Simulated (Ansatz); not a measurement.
**Profile along the Ti–Ti line in TiAl (CuAu type, space group P4/mmm)**

TiAl (CuAu type, space group P4/mmm)

```xyz
2
Lattice="2.7973 0.0000 0.0000 0.0000 2.7973 0.0000 0.0000 0.0000 4.0323" Properties=species:S:1:pos:R:3 pbc="T T T"
Al     1.3986     1.3986     2.0161
Ti     0.0000     0.0000     0.0000
```

Fields along a shortest Ti–Ti line of a (010) plane (2.80 Å), from Ti to Ti, interpolated on the slice's grid (step about 0.1 Å). All values below come from PBEsol (plane waves to 420 eV, PAW, scalar-relativistic; Ansatz, an electronic-structure program). k mesh 17×17×12. These are valence fields of a PAW run, semicore shells included where kept as valence: close to a nucleus they are smooth pseudo fields. TiAl is run without spin polarisation. TiAl was relaxed with its symmetry unable to fall.

```tsv
distance from Ti (Å)	valence electron density (e/Å³)	electron localisation function
0.00	10.22	x
0.14	10.00	x
0.28	9.04	x
0.42	7.01	x
0.56	4.41	0.68
0.70	2.20	0.64
0.84	0.94	0.45
0.98	0.46	0.26
1.12	0.31	0.21
1.26	0.25	0.26
1.40	0.24	0.30
1.54	0.25	0.26
1.68	0.31	0.21
1.82	0.46	0.26
1.96	0.94	0.45
2.10	2.20	0.64
2.24	4.41	0.68
2.38	7.01	x
2.52	9.04	x
2.66	10.00	x
2.80	10.22	x
```

x: too close to a nucleus for the ELF to mean much.

Density on the Ti–Ti line (2.80 Å) at its midpoint: 0.24 e/Å³. ELF at that point: 0.30.
